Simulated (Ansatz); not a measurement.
HfCuGe in space group I4/mmm (No. 139; Hf on 4e, Cu on 4c, Ge on 4e), PBE in the plane-wave PAW code Ansatz, all energies at zero smearing, with the estimated change up to a 700 eV cutoff added, with one set of potentials and settings (totals compare only within such a set). Cell of 6 atoms (2 Hf, 2 Cu, 2 Ge): -53286.093 eV.

```tsv
element	reference phase	E (eV/atom)
Hf	P6_3/mmc, 2 atoms in the cell	-15721.3637
Cu	Fm-3m, 1 atoms in the cell	-6625.1757
Ge	Fd-3m, 2 atoms in the cell	-4294.9847
```

Formation energy per atom, worked out: (-53286.093 − 2×(-15721.3637) − 2×(-6625.1757) − 2×(-4294.9847))/6 = -0.507 eV/atom (-49 kJ per mol of atoms), at 0 K, without zero-point energy or fitted corrections.

The workflow started from a Materials Project entry (that database holds measured and hypothetical structures alike); the Crystallography Open Database copy checked does not list it. Whether it is the stable phase at ambient conditions was not checked. Symmetry was held in the PBE relaxation; whether a distortion lowers the energy is not shown. The run is not spin-polarised. The references are the lowest solids computed at this level, not always the standard phases. Scalar-relativistic: spin–orbit coupling is off unless named, which matters more the heavier the elements.

Potentials: the later of the program's two PAW sets.
